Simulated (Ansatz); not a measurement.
C: two-dimensional strain map

Theory: Ansatz, DFT r2SCAN, scalar-relativistic, plane waves, PAW. Settings: plane waves to 500 eV, k-mesh 15×15×15 (Γ-centred), Gaussian smearing 0.05 eV. No spin polarisation. Energies are free energies at this smearing, counted from the undisturbed cell; pressure is positive in compression.

The starting cell (as given, not relaxed at this level; it stands at 0.2 GPa):

```yaml
crystal:
  lattice:
    - [1.22803, 0.70900, 3.34701]
    - [-1.22803, 0.70900, 3.34701]
    - [0.00000, -1.41800, 3.34701]
  atoms:
    - { symbol: C, position: [0.16400, 0.16400, 0.16400] }
    - { symbol: C, position: [0.83600, 0.83600, 0.83600] }
```

The cell holds layers and no dispersion correction was added, so their binding is poorly described.

The cell is strained by p along both x and y and by q along z, fractional coordinates fixed. Points are written (p, q).

Energy above the undisturbed cell in meV/atom (a dash: not computed):

| p \ q | -0.050 | -0.025 | 0.000 | 0.025 | 0.050 |
| --- | --- | --- | --- | --- | --- |
| -0.050 | 203.0 | 199.6 | 198.1 | 197.9 | 198.6 |
| -0.025 | 51.7 | – | 46.1 | – | – |
| 0.000 | 6.4 | – | 0.0 | – | ? |
| 0.050 | 163.6 | – | ? | – | ? |

Problem. Fill in the withheld energies.

Solution. (0.000, 0.050): -0.4; (0.050, 0.000): 155.9; (0.050, 0.050): 154.6.